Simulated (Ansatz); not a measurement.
What a change of settings does: Pd (hcp type)

First run: DFT, PBEsol, PAW with Ansatz's default frozen-core files, scalar-relativistic (Ansatz 0.2.0).

Command: `ansatz run input.yaml --threads 1 --pin off --max-ram 2048MiB --backend cpu --events-out ev --progress --plain --runs-dir out` It took 5.1 s on 1 thread of Intel(R) Xeon(R) 6975P-C (Granite Rapids), with other jobs on the host, peak memory 0.48 GiB.

```yaml
crystal:
  lattice:
    - [2.7983685316, 0.0, 0.0]
    - [-1.3991842658, 2.4234582375, 0.0]
    - [0.0, 0.0, 4.5333570212]
  atoms:
    - { symbol: Pd, position: [0.2533333333, 0.6266666667, 0.19] }
    - { symbol: Pd, position: [0.7466666667, 0.3733333333, 0.81] }
kpoints:
  mp_grid: { grid: [12, 12, 7] }
scf:
  occupations: { method: fermi_dirac, width: 0.05 }
hamiltonian:
  xc: pbesol
  pseudopotentials: { kind: paw }
output:
  forces: true
  stress: true
  eigenvalues: true
  efg: { contact_densities: true }
  populations: true
```

The cell is a prototype at a set volume, not relaxed; it needn't be the stable phase.

This run: one bond, the shortest of the undistorted cell, set to 2.115 Å.

It converges in 7 SCF iterations at a pressure of 32.8 GPa, largest force 9.377 eV/Å, cutoff 420 eV.

The input is then changed:

```diff
   pseudopotentials: { kind: paw }
+  hubbard: { sites: [{ species: Pd, l: d, u_eff: 4.0 }], double_counting: fll }
 output:
   populations: true
+  write_density: true
+  write_potential: true
+  elf: true
+  volumetric_format: npy
```

Q: Predict the outcome of the changed run.

A: It converges in 8 SCF iterations at a pressure of 34.8 GPa, largest force 9.635 eV/Å, cutoff 420 eV. More than one line changes, and not each need have an effect.
